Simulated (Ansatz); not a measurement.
Cd: clamped-ion strain scan

All numbers below come from Ansatz, DFT PBEsol, scalar-relativistic, plane waves, PAW. Settings: plane waves to 420 eV, k-mesh 18×18×18 (Γ-centred), Gaussian smearing 0.15 eV. No spin polarisation. Energies are free energies at this smearing, counted from the undisturbed cell; pressure is positive in compression.

Reference structure (as given, not relaxed at this level; it stands at -2.7 GPa; this bcc form isn't the usual structure):

```
Cd
1.0
    -1.78432    1.78432    1.78432
     1.78432   -1.78432    1.78432
     1.78432    1.78432   -1.78432
Cd
1
Direct
  0.00000 0.00000 0.00000
```

The cell is strained by ε times the Voigt pattern (0, 0, 0, 1, 0, 0) (xx, yy, zz, yz, xz, xy; engineering shear) with fractional coordinates fixed. The cell is metallic on the mesh throughout.

```
      ε  ΔE (meV/atom)
-0.1500           -1.3
-0.0750           -4.1
 0.0000            0.0
 0.0375           -1.1
 0.0562           -2.5
 0.0937           -5.1
 0.1125           -5.2
 0.1312           -3.9
```

Problem. Predict the stress summed along the pattern (GPa, tension positive) at each point.

Solution.
```
      ε  stress summed along the pattern (GPa, tension positive)
-0.1500                                                    -1.30
-0.0750                                                     0.43
 0.0000                                                     0.00
 0.0375                                                    -0.35
 0.0562                                                    -0.54
 0.0937                                                    -0.10
 0.1125                                                     0.35
 0.1312                                                     0.85
```